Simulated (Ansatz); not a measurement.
Y2Si (P4/nmm), relaxed with HSE06 (Ansatz, a first-principles code, plane waves, PAW): a = 4.367 Å, b = 4.367 Å, c = 8.000 Å, α = 90.00°, β = 90.00°, γ = 90.00°.

- B₀ by P(V) fit (GPa): 68.1

### Question
The same phase is relaxed and computed with PBE in the same code. What are the cell and these values now?

### Answer
a = 4.3523 Å, b = 4.3523 Å, c = 8.0062 Å, α = 90.00°, β = 90.00°, γ = 90.00°.

- B₀ by P(V) fit (GPa): 64.1

Constructed cells (a structure type filled with these elements, in neither database checked): Y2Si, P4/nmm (Y on 2a, Y on 2c, Si on 2c). All cells were relaxed under the symmetry of their starts (and spin orders); stability against distortions was not tested throughout. Rows with no word on spin ran without spin polarisation. Spin–orbit coupling is left out wherever it is not named.

Potentials: the later of the program's two PAW sets.

Ansatz is a plane-wave DFT program.
